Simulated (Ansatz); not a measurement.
Ga in space group Cmcm (No. 63; Ga on 8g) at seven volumes, r²SCAN (plane waves, PAW; program Ansatz), shape and atoms relaxed at each. One row is withheld.

```json
[
 {"V (Å³/atom)": "18.222", "P (GPa)": "6.52"},
 {"V (Å³/atom)": "18.822", "P (GPa)": "3.95"},
 {"V (Å³/atom)": "19.423", "P (GPa)": "1.80"},
 {"V (Å³/atom)": "20.024", "P (GPa)": "0.00"},
 {"V (Å³/atom)": "20.625", "P (GPa)": "-1.51"},
 {"V (Å³/atom)": "21.225", "P (GPa)": "-2.77"},
 {"V (Å³/atom)": "21.826", "P (GPa)": "?"}
]
```

Fit the shown pressures and predict the withheld one.

P = (3/2)B₀(x^(7/2) − x^(5/2))[1 + (3/4)(B′ − 4)(x − 1)] with x = (V₀/V)^(2/3). Least squares on the six rows gives V₀ = 20.024 Å³/atom, B₀ = 54.8 GPa, B′ = 4.91. At V = 21.826, x = 0.9442 and P = -3.82 GPa. The run itself gave -3.82 GPa.

The workflow started from a Materials Project entry (that database holds measured and hypothetical structures alike); the Crystallography Open Database files this formula in space group No. 63, but the cells were not matched. It is not the phase usual at ambient conditions (space group No. 64). Symmetry was held in the r²SCAN relaxation; of distortions, only those at the zone centre were tested.

Potentials: the later of the program's two PAW sets.
